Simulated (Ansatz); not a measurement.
Os:
```yaml
crystal:
  lattice:
    - [0.00000, 2.77788, 2.77788]
    - [2.77788, 0.00000, 2.77788]
    - [2.77788, 2.77788, 0.00000]
  atoms:
    - { symbol: Os, position: [0.00000, 0.00000, 0.00000] }
    - { symbol: Os, position: [0.25000, 0.25000, 0.25000] }
```

Relaxed with PBE. Special points in fractions of this cell's reciprocal vectors: Γ (0.000, 0.000, 0.000); X (0.500, 0.000, 0.500); U (0.625, 0.250, 0.625); K (0.375, 0.375, 0.750); L (0.500, 0.500, 0.500); W (0.500, 0.250, 0.750).

**Question.** List the band energies nearest the Fermi level at these points for PBE (plane waves, PAW; program Ansatz).

**Answer.** In eV from the Fermi level; about four levels below and three above (degenerate sets whole), none deeper than 8.9 eV; points with the same levels are listed once.

```csv
k,below,above
Γ,-3.52 -3.52 -3.52 -0.52 -0.52 -0.52,2.56 2.56 11.12
X,-2.80 -2.80 -1.27 -1.27,2.21 2.21 3.38 3.38
U,-2.97 -1.68 -1.67 -1.32,1.86 2.48 2.51
L,-3.78 -3.78 -3.76 -3.76 -1.47,0.39 0.39 1.85 1.85
W,-2.04 -2.04 -1.89 -1.89,2.75 2.75 2.78 2.78
```

Space group Fd-3m (diamond). The start of the workflow was typed in or built on a structure type; neither database checked (COD, Materials Project) lists it. It is not the phase usual at ambient conditions (space group No. 194). The PBE relaxation kept the symmetry of its start; whether a distortion lowers the energy is not shown. The run is not spin-polarised. Scalar-relativistic: spin–orbit coupling is off unless named, which matters more the heavier the elements.

Potentials: the earlier of the program's two PAW sets.
